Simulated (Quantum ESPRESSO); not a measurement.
Sr₂RuH₆ has the cubic space group Fm-3m (No. 225), Pearson symbol cF36. Cell: a = 7.5997 Å, b = 7.5997 Å, c = 7.5997 Å, α = 90.00°, β = 90.00°, γ = 90.00°. H on 24e is coordinated by 1 Ru at 1.717 Å and 4 Sr at 2.693 Å (square pyramidal). Sr on 8c has 12 H at 2.693 Å and 4 Ru at 3.291 Å. Ru on 4a is surrounded by 6 H at 1.717 Å and 8 Sr at 3.291 Å. (Neighbours: up to the widest gap in distance over summed covalent radii, below 1.35, at either atom; cation-cation contacts left out.)
(The calculation used a cell of 9 atoms; values per cell refer to that cell.)

The geometry is that of Materials Project entry mp-24292, symmetrised and not relaxed again.

**Question.** What does LDA (pw.x of Quantum ESPRESSO, ONCV potentials, without SOC) give for the electronic structure near the Fermi level?

**Answer.** The LDA gap is indirect, 2.05 eV, from Γ to X; the smallest direct gap is 2.11 eV. Spin-orbit splittings are left out.
